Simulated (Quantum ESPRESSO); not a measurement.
# Moving one atom in ZnSiGa2N4

The results below are calculated, not measured. They come from pw.x of Quantum ESPRESSO 7.5, a plane-wave density functional program, with PseudoDojo standard norm-conserving files (v0.5 for PBE, v0.4.1 for LDA and PBEsol). The cells are made up: elements, strain and atom displacements were drawn at random, and nothing was relaxed. There is no spin polarisation, spin-orbit coupling or dispersion term.

The cell has 8 sites of a zincblende or diamond lattice. Sites 1 to 4 hold Zn Si Ga Ga; sites 5 to 8 hold N N N N. Cell vectors in Å: (4.452, -0.042, -0.004); (-0.042, 4.492, -0.020); (-0.004, -0.020, 4.495). Settings: PBE, cutoff 1143 eV, 4 x 4 x 4 k mesh shifted by half a step, Fermi-Dirac smearing of 0.025 eV.

Each run shifts the Ga atom on site 4 along z and leaves all else fixed. Site 5 is one of its nearest neighbours. E is the free energy of the cell above the lowest run shown.

| run | shift (Å) | Fz on site 4 (eV/Å) | Fz on site 5 (eV/Å) | P (GPa) | E (meV) |
| --- | --- | --- | --- | --- | --- |
| 1 | -0.1425 | -1.872 | 2.944 | 2.05 | 0.0 |
| 2 | -0.0913 | -2.888 | 3.442 | 2.71 | 121.7 |
| 3 | -0.0768 | -3.184 | 3.593 | 2.92 | 165.7 |
| 4 | -0.0372 | -4.004 | 4.028 | 3.59 | 308.0 |
| 5 | 0.0278 | -5.385 | 4.805 | 4.93 | 612.9 |
| 7 | 0.1349 | -7.687 | 6.212 | 7.78 | 1313.1 |
| 6 | 0.0991 | ? | ? | ? | ? |

A rerun of one of these cells at 1437 eV and k mesh 6 x 6 x 6 moved values by no more than 0.004 eV in the cell's energy, 0.02 GPa in stress and 0.002 eV/Å in force.

## Worked fit

A parabola through the six runs shown gives Fz on site 4 = -4.784 - 21.03 u - 3.8 u² eV/Å, with u in Å and a scatter of 0.012 eV/Å. Minus the slope, 21.03 ± 0.25 eV/Å², is this atom's force constant along z at u = 0, with its periodic images moving too. The fitted force does not vanish within the range. The error is the larger of the fit's own and the change that a cubic makes, rounded up.

## Withheld run

Question: what Fz on site 4 should run 6 give?

The fit gives -6.905 eV/Å. The calculation gave -6.921 eV/Å.

```
run,shift (Å),Fz on site 4 (eV/Å),Fz on site 5 (eV/Å),P (GPa),E (meV)
6,0.0991,-6.921,5.729,6.74,1051.6
```